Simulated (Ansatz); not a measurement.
Polymorphs of NaF, each relaxed with PBEsol (plane waves, PAW; program Ansatz):

A: rock salt (Fm-3m)
a = b = c = 4.629 Å, α = β = γ = 90.00°

```tsv
atom	site	symmetry	x	y	z
Na	4a	m-3m	0.0000	0.0000	0.0000
F	4b	m-3m	0.5000	0.5000	0.5000
```

B: P6_3/mmc
a = 3.8922 Å, b = 3.8922 Å, c = 4.5846 Å, α = 90.00°, β = 90.00°, γ = 120.00°

```tsv
atom	site	symmetry	x	y	z
Na	2d	-6m2	0.6667	0.3333	0.2500
F	2c	-6m2	0.3333	0.6667	0.2500
```

C: zinc blende (F-43m)
a = 5.0905 Å, b = 5.0905 Å, c = 5.0905 Å, α = 90.00°, β = 90.00°, γ = 90.00°

```
atom  site  symmetry       x       y       z
----  ----  --------  ------  ------  ------
Na      4a      -43m  0.0000  0.0000  0.0000
F       4d      -43m  0.7500  0.7500  0.7500
```

Problem. Rank these by energy per atom at 0 K (lowest first), as PBEsol gives it.

Solution. A (+0 meV/atom), B (+46 meV/atom), C (+105 meV/atom)

Problem. Give each one's gap.

Solution. A 6.20 eV; B 5.57 eV; C 5.53 eV.

Typed or built starts, not in the databases checked: B; C. Not the usual ambient phase: B; C. All cells were relaxed under the symmetry of their starts (and spin orders); stability against distortions was not tested throughout.

Energies hold the estimated change up to a 700 eV cutoff; steps of a few meV lie near the error of the meshes.

Potentials: the later of the program's two PAW sets.
